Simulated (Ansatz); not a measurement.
CaClF (space group P4/nmm)

```
CELL_PARAMETERS angstrom
      3.86667     0.00000     0.00000
      0.00000     3.86667     0.00000
      0.00000     0.00000     6.87431
ATOMIC_POSITIONS crystal
  Ca 0.00000 0.50000 0.80682
  Ca 0.50000 0.00000 0.19318
  Cl 0.50000 0.00000 0.64659
  Cl 0.00000 0.50000 0.35341
  F  0.50000 0.50000 0.00000
  F  0.00000 0.00000 0.00000
```

The volume is varied about the relaxed value V₀ at fixed cell shape. The atoms relax within the cell's symmetry.

These are r2SCAN (plane waves to 500 eV, PAW, scalar-relativistic; Ansatz, a first-principles code) values and carry that method's errors. k mesh 9×9×5 (Γ-centred), Fermi-Dirac smearing 0.05 eV. The energy includes the smearing's −TS. Compression counts positive. With the shape held, the modulus is that of even scaling; a crystal free to change shape is softer. CaClF was relaxed with its symmetry unable to fall. ΔE is measured from the relaxed starting cell.

| V (Å³/atom) | ΔE (eV/atom) | P (GPa) |
|---|---|---|
| 16.102 | 0.0128 | 4.26 |
| 16.273 | 0.0087 | 3.43 |
| 16.445 | 0.0055 | 2.66 |
| 16.616 | 0.0030 | 1.93 |
| 16.787 | 0.0013 | 1.25 |
| 16.959 | 0.0003 | 0.60 |
| 17.130 | 0.0000 | 0.00 |
| 17.301 | 0.0003 | -0.57 |
| 17.472 | 0.0012 | -1.10 |
| 17.644 | 0.0026 | -1.60 |
| 17.815 | 0.0046 | -2.06 |
| 17.986 | 0.0070 | -2.50 |
| 18.158 | 0.0099 | -2.91 |

Key numbers:

```yaml
pressure_at_the_smallest_volume: 4.26 GPa
energy_cost_of_the_largest_compression: 12.8 meV/atom
energy_cost_of_the_largest_expansion: 9.9 meV/atom
Bulk modulus at fixed cell shape B₀ (third-order Birch-Murnaghan fit): 58.4 GPa
Pressure derivative B₀′ (fit): 5.3
equilibrium_volume_of_the_fit: 17.13 Å³/atom
Pressure for 5 % compression (fit): 3.4 GPa
```

(A scan under strain: stresses follow from slopes of the energy per volume, elastic moduli from its curvatures.)
